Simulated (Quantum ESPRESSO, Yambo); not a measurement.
**Levels of theory for the gap of RbBr**

RbBr (rock salt, space group Fm-3m, No. 225): one geometry, one set of norm-conserving PBEsol (Quantum ESPRESSO, 46 Ry, with spin-orbit coupling) orbitals, self-energies from Yambo (4×4×4 Γ-centred k mesh, 224 bands and a 7 Ry block in the screening, 224 bands in G with the Bruneval-Gonze terminator, plasmon pole fitted at 27.2 eV).

Cell and atoms were relaxed with PBEsol from Materials Project entry mp-22867, within its symmetry.

| level | gap Γ → Γ (eV) | rough Yambo cost |
|---|---|---|
| PBEsol (Quantum ESPRESSO) | 4.06 | – |
| exchange only (Hartree-Fock self-energy on PBEsol orbitals) | 11.51 | about 1/20 (11 states) |
| static COHSEX@PBEsol | 7.89 | within a factor of two (2 states) |
| G0W0@PBEsol, plasmon pole | 6.58 | 1 (11 states) |

Bare exchange has no screening and gives the widest gap; static COHSEX screens it but leaves out the frequency dependence, which G0W0 restores.

Costs are rough ratios of core time on shared machines.

Nearest settings tried, and what they do to the gap: 138 bands in W, 138 bands in G: -34 meV; 3 Ry block (65 vectors against 181): -214 meV. Not varied: mesh. So the settings aren't converged at that level.
